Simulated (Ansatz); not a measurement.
Zincblende alloy of GaAs and AlAs (20 of 64 Ga sites exchanged), 128 atoms

Ansatz, PAW, plane waves. PBEsol relaxation of volume and atoms (shape held) at the single k point (½, ½, ½); single points on the relaxed atoms at the Γ point alone, onto which points of the small cell's zone fold. Arrangement: quasirandom. No spin–orbit coupling unless named.

Relaxed structure:

```yaml
crystal:
  lattice:
    - [0.00000, 11.32745, 11.32745]
    - [11.32745, 0.00000, 11.32745]
    - [11.32745, 11.32745, 0.00000]
  atoms:
    - { symbol: Al, position: [0.99999, 0.99997, 0.99969] }
    - { symbol: Al, position: [0.99987, 0.49973, 0.49979] }
    - { symbol: Al, position: [0.25010, 0.75019, 0.24940] }
    - { symbol: Al, position: [0.24997, 0.24994, 0.74990] }
    - { symbol: Al, position: [0.50036, 0.49961, 0.49963] }
    - { symbol: Al, position: [0.75033, 0.75009, 0.24908] }
    - { symbol: Al, position: [0.74994, 0.24975, 0.00011] }
    - { symbol: Al, position: [0.99985, 0.00034, 0.74919] }
    - { symbol: Al, position: [0.25039, 0.24993, 0.49961] }
    - { symbol: Al, position: [0.24970, 0.75006, 0.49982] }
    - { symbol: Al, position: [0.74987, 0.75027, 0.49947] }
    - { symbol: Al, position: [0.49983, 0.24996, 0.99975] }
    - { symbol: Al, position: [0.74971, 0.99996, 0.74988] }
    - { symbol: Al, position: [0.24980, 0.49945, 0.75028] }
    - { symbol: Al, position: [0.49959, 0.74992, 0.49999] }
    - { symbol: Al, position: [0.74983, 0.49950, 0.74993] }
    - { symbol: Al, position: [0.75001, 0.99991, 0.99989] }
    - { symbol: Al, position: [0.50006, 0.25028, 0.24954] }
    - { symbol: Al, position: [0.49997, 0.24997, 0.74980] }
    - { symbol: Al, position: [0.49997, 0.75008, 0.74951] }
    - { symbol: Ga, position: [0.49987, 0.99967, 0.00042] }
    - { symbol: Ga, position: [0.00002, 0.50005, 0.99982] }
    - { symbol: Ga, position: [0.00037, 0.00024, 0.49942] }
    - { symbol: Ga, position: [0.25005, 0.25034, 0.24995] }
    - { symbol: Ga, position: [0.50006, 0.50004, 0.00038] }
    - { symbol: Ga, position: [0.50026, 0.00018, 0.50006] }
    - { symbol: Ga, position: [0.75032, 0.25023, 0.24999] }
    - { symbol: Ga, position: [0.75044, 0.25044, 0.74957] }
    - { symbol: Ga, position: [0.25004, 0.74990, 0.75038] }
    - { symbol: Ga, position: [0.75047, 0.74988, 0.75008] }
    - { symbol: Ga, position: [0.00000, 0.00024, 0.24980] }
    - { symbol: Ga, position: [0.24971, 0.24997, 0.00074] }
    - { symbol: Ga, position: [0.50006, 0.99972, 0.25040] }
    - { symbol: Ga, position: [0.00053, 0.50009, 0.24965] }
    - { symbol: Ga, position: [0.25041, 0.75004, 0.99993] }
    - { symbol: Ga, position: [0.50071, 0.49990, 0.24998] }
    - { symbol: Ga, position: [0.75047, 0.74967, 0.99974] }
    - { symbol: Ga, position: [0.50004, 0.99955, 0.75042] }
    - { symbol: Ga, position: [0.75055, 0.25013, 0.49956] }
    - { symbol: Ga, position: [0.99952, 0.50061, 0.74993] }
    - { symbol: Ga, position: [0.50005, 0.49984, 0.75047] }
    - { symbol: Ga, position: [0.99984, 0.25009, 0.00039] }
    - { symbol: Ga, position: [0.25007, 0.00035, 0.25006] }
    - { symbol: Ga, position: [0.75022, 0.99997, 0.25047] }
    - { symbol: Ga, position: [0.00092, 0.74942, 0.99997] }
    - { symbol: Ga, position: [0.00033, 0.25001, 0.49999] }
    - { symbol: Ga, position: [0.25030, 0.50048, 0.24985] }
    - { symbol: Ga, position: [0.50048, 0.74997, 0.99964] }
    - { symbol: Ga, position: [0.25017, 0.99960, 0.75039] }
    - { symbol: Ga, position: [0.50065, 0.24986, 0.49975] }
    - { symbol: Ga, position: [0.75047, 0.49999, 0.24991] }
    - { symbol: Ga, position: [0.99956, 0.75030, 0.50041] }
    - { symbol: Ga, position: [0.24997, 0.00023, 0.00003] }
    - { symbol: Ga, position: [0.00025, 0.25019, 0.25003] }
    - { symbol: Ga, position: [0.25020, 0.50037, 0.99989] }
    - { symbol: Ga, position: [0.25057, 0.99984, 0.50008] }
    - { symbol: Ga, position: [0.75039, 0.49993, 0.00008] }
    - { symbol: Ga, position: [0.75051, 0.00007, 0.49985] }
    - { symbol: Ga, position: [0.00016, 0.75035, 0.25000] }
    - { symbol: Ga, position: [0.00049, 0.24999, 0.75027] }
    - { symbol: Ga, position: [0.24991, 0.50021, 0.50019] }
    - { symbol: Ga, position: [0.49997, 0.75064, 0.24940] }
    - { symbol: Ga, position: [0.75025, 0.49984, 0.49996] }
    - { symbol: Ga, position: [0.00019, 0.74983, 0.75020] }
    - { symbol: As, position: [0.06248, 0.06246, 0.06227] }
    - { symbol: As, position: [0.56239, 0.06225, 0.06293] }
    - { symbol: As, position: [0.06278, 0.56222, 0.06228] }
    - { symbol: As, position: [0.06311, 0.06269, 0.56164] }
    - { symbol: As, position: [0.31253, 0.31305, 0.31221] }
    - { symbol: As, position: [0.56276, 0.56243, 0.06256] }
    - { symbol: As, position: [0.56280, 0.06239, 0.56261] }
    - { symbol: As, position: [0.81286, 0.31263, 0.31223] }
    - { symbol: As, position: [0.06232, 0.56258, 0.56221] }
    - { symbol: As, position: [0.31243, 0.81286, 0.31211] }
    - { symbol: As, position: [0.31234, 0.31201, 0.81317] }
    - { symbol: As, position: [0.56271, 0.56204, 0.56271] }
    - { symbol: As, position: [0.81277, 0.81262, 0.31186] }
    - { symbol: As, position: [0.81327, 0.31199, 0.81256] }
    - { symbol: As, position: [0.31235, 0.81237, 0.81279] }
    - { symbol: As, position: [0.81290, 0.81229, 0.81241] }
    - { symbol: As, position: [0.06252, 0.06267, 0.31218] }
    - { symbol: As, position: [0.31222, 0.31281, 0.06264] }
    - { symbol: As, position: [0.56263, 0.06247, 0.31268] }
    - { symbol: As, position: [0.81242, 0.31238, 0.06256] }
    - { symbol: As, position: [0.06286, 0.56288, 0.31213] }
    - { symbol: As, position: [0.31298, 0.81280, 0.06198] }
    - { symbol: As, position: [0.06271, 0.06249, 0.81194] }
    - { symbol: As, position: [0.31288, 0.31266, 0.56215] }
    - { symbol: As, position: [0.56307, 0.56305, 0.31192] }
    - { symbol: As, position: [0.81342, 0.81233, 0.06165] }
    - { symbol: As, position: [0.56222, 0.06242, 0.81293] }
    - { symbol: As, position: [0.81294, 0.31248, 0.56221] }
    - { symbol: As, position: [0.06227, 0.56264, 0.81247] }
    - { symbol: As, position: [0.31194, 0.81241, 0.56280] }
    - { symbol: As, position: [0.56229, 0.56248, 0.81298] }
    - { symbol: As, position: [0.81226, 0.81244, 0.56248] }
    - { symbol: As, position: [0.06245, 0.31251, 0.06258] }
    - { symbol: As, position: [0.31264, 0.06271, 0.31254] }
    - { symbol: As, position: [0.56246, 0.31254, 0.06224] }
    - { symbol: As, position: [0.81254, 0.06278, 0.31253] }
    - { symbol: As, position: [0.06307, 0.81232, 0.06264] }
    - { symbol: As, position: [0.06288, 0.31226, 0.56283] }
    - { symbol: As, position: [0.31308, 0.56249, 0.31261] }
    - { symbol: As, position: [0.56288, 0.81236, 0.06216] }
    - { symbol: As, position: [0.31253, 0.06233, 0.81255] }
    - { symbol: As, position: [0.56310, 0.31208, 0.56230] }
    - { symbol: As, position: [0.81296, 0.56237, 0.31254] }
    - { symbol: As, position: [0.81215, 0.06297, 0.81217] }
    - { symbol: As, position: [0.06212, 0.81280, 0.56260] }
    - { symbol: As, position: [0.31247, 0.56233, 0.81236] }
    - { symbol: As, position: [0.56241, 0.81285, 0.56190] }
    - { symbol: As, position: [0.81213, 0.56242, 0.81243] }
    - { symbol: As, position: [0.31243, 0.06245, 0.06269] }
    - { symbol: As, position: [0.81239, 0.06225, 0.06295] }
    - { symbol: As, position: [0.06274, 0.31263, 0.31249] }
    - { symbol: As, position: [0.31273, 0.56262, 0.06249] }
    - { symbol: As, position: [0.31292, 0.06221, 0.56282] }
    - { symbol: As, position: [0.56285, 0.31227, 0.31241] }
    - { symbol: As, position: [0.81273, 0.56233, 0.06253] }
    - { symbol: As, position: [0.81297, 0.06279, 0.56211] }
    - { symbol: As, position: [0.06241, 0.81280, 0.31274] }
    - { symbol: As, position: [0.06228, 0.31297, 0.81278] }
    - { symbol: As, position: [0.31269, 0.56242, 0.56279] }
    - { symbol: As, position: [0.56263, 0.81243, 0.31233] }
    - { symbol: As, position: [0.56280, 0.31240, 0.81214] }
    - { symbol: As, position: [0.81243, 0.56282, 0.56240] }
    - { symbol: As, position: [0.06282, 0.81242, 0.81253] }
    - { symbol: As, position: [0.56281, 0.81215, 0.81220] }
```

(1) What are the mean bond lengths by pair (pairs within 1.2 times the sum of covalent radii, less contacts 15 % beyond the pair's median; cation–cation pairs of compounds aside; long ionic contacts are cut short by that bound)?

(2) What gap lies between the top filled and the lowest empty level in the single points?

Results:

(1) Al–As 2.454 ± 0.002 Å (standard deviation, 80 bonds); As–Ga 2.452 ± 0.002 Å (standard deviation, 176 bonds).

(2) HSE06 1.83 eV (3.8 min on NVIDIA GB300).
